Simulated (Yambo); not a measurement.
G0W0@PBEsol for SiO2 (space group I4/mmm, No. 139) in Yambo. Reference settings: 2×2×2 Γ-centred k mesh, 296 bands and a 7 Ry block in the screening, 296 bands in G with the Bruneval-Gonze terminator, plasmon pole fitted at 27.2 eV. The PBEsol gap M → Γ on this mesh is 5.57 eV; G0W0 gaps are taken between the same points.

The settings were changed. The gap went from 8.42 eV to 8.43 eV, and the shift of the valence edge from -1.91 eV to -1.85 eV.

Question: Name the change that produced these shifts.
(A) 1 Ry block
(B) 3 Ry block
(C) 189 bands in G, no terminator
(D) 189 bands in W, 189 bands in G

Answer: D, 189 bands in W, 189 bands in G. The others gave (gap, valence shift): 1 Ry block: 9.25, -2.75 eV; 189 bands in G, no terminator: 8.19, -1.55 eV; 3 Ry block: 8.39, -1.96 eV.

Geometry of the Materials Project entry, not relaxed at this level; primitive cell a = b = c = 6.8425 Å, α = β = 98.38°, γ = 135.12°.

This is not the ordinary phase of the substance; no match was found in the copy of COD used, and its stability was not checked.

A shift is the quasiparticle energy of the state minus its PBEsol energy.
